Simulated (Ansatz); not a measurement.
Here is an unrelaxed guess for Mg₃Te₂.

```cif
data_structure
_symmetry_space_group_name_H-M 'P4mm'
_symmetry_Int_Tables_number 99
_cell_length_a 4.2019
_cell_length_b 4.2019
_cell_length_c 6.1889
_cell_angle_alpha 90.000
_cell_angle_beta 90.000
_cell_angle_gamma 90.000
_cell_volume 109.27
loop_
_atom_site_label
_atom_site_type_symbol
_atom_site_symmetry_multiplicity
_atom_site_Wyckoff_symbol
_atom_site_fract_x
_atom_site_fract_y
_atom_site_fract_z
_atom_site_occupancy
Mg1 Mg 2 c 0.50000 0.00000 0.99346 1
Mg2 Mg 1 a 0.00000 0.00000 0.27214 1
Te1 Te 1 a 0.00000 0.00000 0.72113 1
Te2 Te 1 b 0.50000 0.50000 0.28981 1
```

All numbers below come from DFT PBE, scalar-relativistic, plane waves, PAW (Ansatz). Cutoff 420 eV; k points 4×4×4 on the computed 5-atom cell (Γ-centred); Gaussian smearing, width 0.10 eV; no spin polarisation.

The zero of energy is the elements' standard structures at the same level; no fitted shifts are applied.

Question: How far from equilibrium is it?

Answer: The pressure is 17.7 GPa (the mean over three directions, positive in compression), the largest force is 2.06 eV/Å, and the energy is −0.03 eV/atom against the elements. The shortest distance is 2.69 Å.

Question: Is it a good guess?

Answer: A rough one: relaxing gains about 0.40 eV/atom (the start's value is from the coarse mesh, so the gain is rough) in 14 ionic steps and ends at −0.43 eV/atom on the finer mesh. The symmetry stays P4mm (No. 99). The volume per atom grows by 49.5 %, from 21.9 to 32.7 Å³. The shortest distance goes from 2.69 Å (Mg–Te) to 2.88 Å (Mg–Te). Conventional cell: a = 4.856 Å, c = 6.929 Å. Around Mg on a site of symmetry 2mm lie 4 Te at 2.88–2.97 Å and 6 Mg at 3.31–3.43 Å; Mg on a site of symmetry 4mm is surrounded by 1 Te at 2.97 Å, 4 Mg at 3.31 Å and 4 Te at 3.50 Å; Te on its first site has 5 Mg at 2.97 Å; 1 more site not described.

The last run used an 8×8×6 mesh (in the run's order of axes) for its 5-atom cell and Gaussian smearing of 0.10 eV. Spin–orbit coupling, which can matter for Te, is left out. The reference form of Te is held partly by dispersion forces, which this level lacks. The relaxation can't lower the symmetry of the start, and the grade says only how near the guess is to its own end. A structure relaxed within its symmetry needn't be a true minimum.
